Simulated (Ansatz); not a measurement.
**GeMo: computed property card**

GeMo:
```yaml
crystal:
  lattice:
    - [0.00000, 2.56959, 2.56959]
    - [2.56959, 0.00000, 2.56959]
    - [2.56959, 2.56959, 0.00000]
  atoms:
    - { symbol: Ge, position: [0.00000, 0.00000, 0.00000] }
    - { symbol: Mo, position: [0.50000, 0.50000, 0.50000] }
```

Space group Fm-3m (No. 225), rock salt; conventional cell a = 5.139 Å, b = 5.139 Å, c = 5.139 Å, α = 90.00°, β = 90.00°, γ = 90.00°.

Method: plane-wave PAW PBE (Ansatz code). The cell and atoms are relaxed at this level. Other levels are named where they apply.

### Cell and energy

| Item | Result |
|---|---|
| Volume per atom | 16.97 Å³ |
| Density | 8.25 g/cm³ |
| Formation energy from the elements (no fitted shifts) | 0.45 eV/atom |

### Electronic structure

| Quantity | Value |
|---|---|
| Electronic character | metallic (no gap) |
| Density of states at the Fermi level | 1.4 states/eV per atom (mean over ±0.08 eV) |

### Mechanics

| Property | Value |
|---|---|
| Bulk modulus (Birch–Murnaghan fit) | 158 GPa |
| Pressure derivative B′ | 4.5 |

A made-up cell: these elements were put on the sites of a structure type; neither database checked (COD, Materials Project) lists it. Whether it is the stable phase at ambient conditions was not checked. The PBE relaxation kept the symmetry of its start; its stability against distortions is not shown here. The run is not spin-polarised. The references are the lowest solids computed at this level, not always the standard phases. Scalar-relativistic: spin–orbit coupling is off unless named, which matters more the heavier the elements.

Potentials: the later of the program's two PAW sets.
